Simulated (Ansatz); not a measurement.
# TiAu: frozen-core PAW against all-electron methods

```
Ti Au
1.0
     3.31908    0.00000    0.00000
     0.00000    3.31908    0.00000
     0.00000    0.00000    3.25400
Ti Au
1 1
Direct
  0.50000 0.50000 0.50000
  0.00000 0.00000 0.00000
```

Atoms are numbered in the order listed.

The cell comes from COD entry 1510312, which wasn't checked; take it as a given geometry. The listed cell was then made from it by scaling, straining or moving an atom.

Spin polarisation is left out, and whether a magnetic state lies lower isn't shown here.

No spin–orbit coupling, which matters for the heavy atoms here.

Levels of theory: DFT, PBEsol, PAW with Ansatz's default frozen-core files, scalar-relativistic (Ansatz 0.2.0); DFT, PBEsol, all-electron LAPW, scalar-relativistic (Ansatz 0.2.0).

For PAW: a Γ-centred 10×10×10 k mesh, Fermi–Dirac smearing of 0.08 eV, cutoff 420 eV, no spin polarisation; the PAW files were made with PBE, and the program remakes their frozen cores for this functional. LAPW targets a basis error of 1 meV/atom. The Ansatz runs share mesh, smearing and spin set-up. Plane-wave (PAW) pressures include the program's estimate of the Pulay term.

Stress and pressure are positive in compression.

The change that made this cell: equal xx and yy strain of +2 %.

PAW results:

```tsv
quantity	PAW
pressure (GPa)	-9.66
stress xx (GPa)	-9.60
stress zz (GPa)	-9.77
```

Task: What does full-potential LAPW give for the same quantities?

Result: 
```json
{"quantity": "pressure (GPa)", "LAPW": "-9.67"}
{"quantity": "stress xx (GPa)", "LAPW": "-9.62"}
{"quantity": "stress zz (GPa)", "LAPW": "-9.79"}
```
